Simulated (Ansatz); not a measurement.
An Ansatz (a program for electronic structure) run. Input:

Ansatz 0.2 input:
```yaml
crystal:
  lattice:
    - [-2.8252323308, 2.8252323308, 5.662901886]
    - [2.8252323308, -2.8252323308, 5.662901886]
    - [2.8252323308, 2.8252323308, -5.662901886]
  atoms:
    - { symbol: Zn, position: [0.75, 0.25, 0.5] }
    - { symbol: Zn, position: [0.0, 0.0, 0.0] }
    - { symbol: Sn, position: [0.25, 0.75, 0.5] }
    - { symbol: Sn, position: [0.5, 0.5, 0.0] }
    - { symbol: P, position: [0.1032529965, 0.125, 0.4782529965] }
    - { symbol: P, position: [0.6467470035, 0.625, 0.5217470035] }
    - { symbol: P, position: [0.375, 0.8967470035, 0.0217470035] }
    - { symbol: P, position: [0.875, 0.3532529965, 0.9782529965] }
kpoints:
  mp_grid: { grid: [6, 6, 6] }
  band_path:
    path:
      - [[0.0, 0.0, 0.0], [0.0, 0.0, 0.5], [0.25, 0.25, 0.25], [0.0, 0.5, 0.0], [0.0, 0.0, 0.0], [0.5, 0.5, -0.5], [0.3122257685, 0.6877742315, -0.3122257685]]  # Γ-X-P-N-Γ-M-S
      - [[-0.3122257685, 0.3122257685, 0.3122257685], [0.0, 0.0, 0.0]]  # S_0-Γ
      - [[0.0, 0.0, 0.5], [-0.1244515371, 0.1244515371, 0.5]]  # X-R
      - [[0.5, 0.5, -0.1244515371], [0.5, 0.5, -0.5]]  # G-M
      - [VBM, CBM]
    npoints: 8
hamiltonian:
  xc: r2scan
  pseudopotentials: { kind: paw }
magnetization: { noncollinear: true, spin_orbit: true }
scf:
  n_extra_bands: 16
  convergence: { dr2_threshold: 0.0000000001 }
  occupations: { method: gaussian, width: 0.01 }
checkpoint: { write: soc.run }
output: { eigenvalues: true }
```

Output (shortened):

```
Pseudopotential: Zn, paw_fr, valence charge 12
Pseudopotential: Sn, paw_fr, valence charge 14
Pseudopotential: P, paw_fr, valence charge 5
Functional definition: r2SCAN
non-collinear run that drives no moment, with spin-orbit …
Crystal: 8 atoms, lattice volume = 180.804 Å³
Basis set: ecut = 500 eV, 4589 PW (Γ), exchange–correlation on 216×216×216 points (64 copies of the dense FFT grid, shifted against one another)
Bands: 88, of which v1, the nominal top of the filled ones, is band 72 counted from 1 (71 counted from 0)
Symmetry: 8 space group operations + 8 with time reversal
k-points: 30 of 216 (time reversal used)
Projection manifold: j_resolved (fully-relativistic pseudo-atomic orbitals)
SCF iter   1: F=—  HF=-21742.139907 eV  |F-HF|=—  |Δ(HF+E_count)|=         —  Δρ=3.94e-2  dr2=3.71e0  dr2_τ=1.29e-2  dr2_m=0.00e0 (ungated)  ethr=3.10e-3  |M|=0.00e0 ∫|m|=0.00e0 μB  |m|>n=0.0e0 m-floor=0.0e0 τ_xc=0.0e0  β_m=0.30  ⟨swp⟩=8.5  Hψ=14298  notcnv=0  defer=15
preconditioner: auto → Resta (q_TF=auto, 2.340 Å⁻¹)
spin=Noncollinear: Resta preconditioning applied to the charge; magnetization (m_x, m_y, m_z) channels mix plain (no charge-response kernel on spin).
SCF iter   2: F=—  HF=-21741.726448 eV  |F-HF|=—  |Δ(HF+E_count)|=   4.13e-1  Δρ=2.77e-2  dr2=1.68e0  dr2_τ=1.30e-3  dr2_m=0.00e0 (ungated)  ethr=3.10e-3  |M|=0.00e0 ∫|m|=0.00e0 μB  |m|>n=0.0e0 m-floor=0.0e0 τ_xc=0.0e0  β_m=0.59  ⟨swp⟩=2.0  Hψ=3248  notcnv=0  defer=294
SCF iter   3: F=—  HF=-21741.641507 eV  |F-HF|=—  |Δ(HF+E_count)|=   8.49e-2  Δρ=8.16e-3  dr2=9.69e-2  dr2_τ=2.75e-4  dr2_m=0.00e0 (ungated)  ethr=2.33e-3  |M|=0.00e0 ∫|m|=0.00e0 μB  |m|>n=0.0e0 m-floor=0.0e0 τ_xc=0.0e0  β_m=0.59  ⟨swp⟩=3.0  Hψ=4176  notcnv=0  defer=294
SCF iter   4: F=—  HF=-21741.638969 eV  |F-HF|=—  |Δ(HF+E_count)|=   2.54e-3  Δρ=3.98e-3  dr2=2.34e-2  dr2_τ=6.14e-5  dr2_m=0.00e0 (ungated)  ethr=1.35e-4  |M|=0.00e0 ∫|m|=0.00e0 μB  |m|>n=0.0e0 m-floor=0.0e0 τ_xc=0.0e0  β_m=0.62  ⟨swp⟩=2.5  Hψ=4069  notcnv=0  defer=290
SCF iter   5: F=—  HF=-21741.638445 eV  |F-HF|=—  |Δ(HF+E_count)|=   5.24e-4  Δρ=7.88e-4  dr2=1.36e-3  dr2_τ=5.15e-6  dr2_m=0.00e0 (ungated)  ethr=3.25e-5  |M|=0.00e0 ∫|m|=0.00e0 μB  |m|>n=0.0e0 m-floor=0.0e0 τ_xc=0.0e0  β_m=0.81  ⟨swp⟩=3.0  Hψ=4577  notcnv=0  defer=290
SCF iter   6: F=—  HF=-21741.638928 eV  |F-HF|=—  |Δ(HF+E_count)|=   4.83e-4  Δρ=3.62e-4  dr2=2.65e-4  dr2_τ=9.08e-7  dr2_m=0.00e0 (ungated)  ethr=1.89e-6  |M|=0.00e0 ∫|m|=0.00e0 μB  |m|>n=0.0e0 m-floor=0.0e0 τ_xc=0.0e0  β_m=0.82  ⟨swp⟩=2.0  Hψ=4700  notcnv=0  defer=290
SCF iter   7: F=—  HF=-21741.638913 eV  |F-HF|=—  |Δ(HF+E_count)|=   1.48e-5  Δρ=7.60e-5  dr2=9.77e-6  dr2_τ=5.15e-8  dr2_m=0.00e0 (ungated)  ethr=3.67e-7  |M|=0.00e0 ∫|m|=0.00e0 μB  |m|>n=0.0e0 m-floor=0.0e0 τ_xc=0.0e0  β_m=0.91  ⟨swp⟩=2.0  Hψ=4564  notcnv=0  defer=290
SCF iter   8: F=—  HF=-21741.638915 eV  |F-HF|=—  |Δ(HF+E_count)|=   1.45e-6  Δρ=1.06e-5  dr2=2.07e-7  dr2_τ=1.67e-9  dr2_m=0.00e0 (ungated)  ethr=1.36e-8  |M|=0.00e0 ∫|m|=0.00e0 μB  |m|>n=0.0e0 m-floor=0.0e0 τ_xc=0.0e0  β_m=0.95  ⟨swp⟩=2.0  Hψ=3772  notcnv=0  defer=290
SCF iter  12: F=-21741.638907 eV  HF=-21741.638907 eV  |F-HF|=1.82e-11  |Δ(HF+E_count)|=  5.46e-11  Δρ=1.02e-7  dr2=1.41e-11  dr2_τ=6.71e-14  dr2_m=0.00e0 (ungated)  ethr=1.00e-12  |M|=0.00e0 ∫|m|=0.00e0 μB  |m|>n=0.0e0 m-floor=0.0e0 τ_xc=0.0e0  ⟨swp⟩=3.0  Hψ=5512  notcnv=0
SCF 1 converged in 12 iterations: F = -21741.638907 eV  dr2 = 1.41e-11
NSCF: frozen V_eff on 30 k-points
NSCF: frozen V_eff on 30 k-points
NSCF: frozen V_eff on 30 k-points
NSCF: frozen V_eff on 12 k-points
NSCF: frozen V_eff on 9 k-points
NSCF: frozen V_eff on 4 k-points
NSCF: frozen V_eff on 3 k-points
NSCF: frozen V_eff on 3 k-points
NSCF: frozen V_eff on 3 k-points
NSCF: frozen V_eff on 85 k-points
SCF converged after 12 iterations
Magnetization: |M| = 0.0000 μB,  M = (+0.0000, +0.0000, +0.0000) μB
Absolute magnetization: 0.0000 μB (∫|m|)
  site 0: m = (+0.0000, +0.0000, +0.0000) μB, |m| = 0.0000 μB  (R = 0.98 Å)
  site 1: m = (+0.0000, +0.0000, +0.0000) μB, |m| = 0.0000 μB  (R = 0.98 Å)
  site 2: m = (+0.0000, +0.0000, +0.0000) μB, |m| = 0.0000 μB  (R = 1.04 Å)
  site 3: m = (+0.0000, +0.0000, +0.0000) μB, |m| = 0.0000 μB  (R = 1.04 Å)
  site 4: m = (+0.0000, +0.0000, +0.0000) μB, |m| = 0.0000 μB  (R = 0.98 Å)
  site 5: m = (+0.0000, +0.0000, +0.0000) μB, |m| = 0.0000 μB  (R = 0.98 Å)
  site 6: m = (+0.0000, +0.0000, +0.0000) μB, |m| = 0.0000 μB  (R = 0.98 Å)
  site 7: m = (+0.0000, +0.0000, +0.0000) μB, |m| = 0.0000 μB  (R = 0.98 Å)
Free energy (F): -21741.638907 eV
Harris-Foulkes:  -21741.638907 eV  (|F-HF|=1.82e-11)
Internal energy: -21741.638907 eV  (E = F + TS)
E sigma→0 (E₀):  -21741.638907 eV
Fermi energy:    7.752299 eV
--- Per-component energies (eV) ---
  E_band       = -238.969817
  E_kinetic    = 913.707674
  E_local      = -6372.970685  (includes V_loc(G=0)·N_el)
  E_nonlocal   = 1299.878192
  E_hartree    = 3023.056321
  E_xc         = -1229.848699
  E_vxc        = -574.949194  (∫ρ·V_xc dr)
  E_paw        = -14297.816430  (= ΣΔE_a)
  E_vpaw       = -1581.489580  (= ΣTr[D̂ρ^β])
  E_aug_tail   = -0.000106  (compensation charges beyond the density's cutoff)
  E_vtau       = 30.740940  (kinetic-family band-sum trace: ∫τ·v_τ [+ j·A + Jᵃ·Aᵃ] dr)
  E_ewald      = -5078.433130
  E_core_change = 0.787955  (= ΣΔE_core)
  E_smearing   =  0.000000  (= −TS)
  E_closure    = 0.000000  (closes the sum)
  Σ components = -21741.638907   (vs F -21741.638907, Δ=0.00e0)
  [band-id]    e_kinetic+e_local+e_nonlocal+2·e_hartree+e_vxc+e_vpaw+e_augmentation_tail+e_vtau = -238.970118   (vs E_band -238.969817, Δ=-3.00e-4)
--- Band table (eV; the first three rows and the last of 30) ---
  k-point 0: bands = ["-15.7515", "-15.7515", "-15.7509", "-15.7509", "-15.7436", "-15.7436", "-15.7345", "-15.7345", "-14.7484", "-14.7484", "-14.7320", "-14.7320", "-14.6992", "-14.6992", "-14.6980", "-14.6980", "-14.6922", "-14.6922", "-14.6879", …
  k-point 1: bands = ["-15.7517", "-15.7511", "-15.7506", "-15.7495", "-15.7448", "-15.7425", "-15.7357", "-15.7352", "-14.7499", "-14.7443", "-14.7358", "-14.7296", "-14.7019", "-14.7004", "-14.6989", "-14.6971", "-14.6923", "-14.6909", "-14.6871", …
  k-point 2: bands = ["-15.7518", "-15.7506", "-15.7487", "-15.7481", "-15.7446", "-15.7416", "-15.7384", "-15.7374", "-14.7486", "-14.7404", "-14.7384", "-14.7295", "-14.7043", "-14.7025", "-14.7015", "-14.6988", "-14.6900", "-14.6885", "-14.6870", …
  k-point 29: bands = ["-15.7506", "-15.7506", "-15.7506", "-15.7506", "-15.7398", "-15.7398", "-15.7398", "-15.7398", "-14.7413", "-14.7413", "-14.7413", "-14.7413", "-14.6977", "-14.6977", "-14.6977", "-14.6977", "-14.6894", "-14.6894", "-14.6894", …
```

Cost: very roughly 12 core-minutes on shared cores.

Space group I-42d (chalcopyrite). Symmetry was held in the r²SCAN relaxation.

Potentials: the later of the program's two PAW sets.

Ansatz is a plane-wave DFT program.
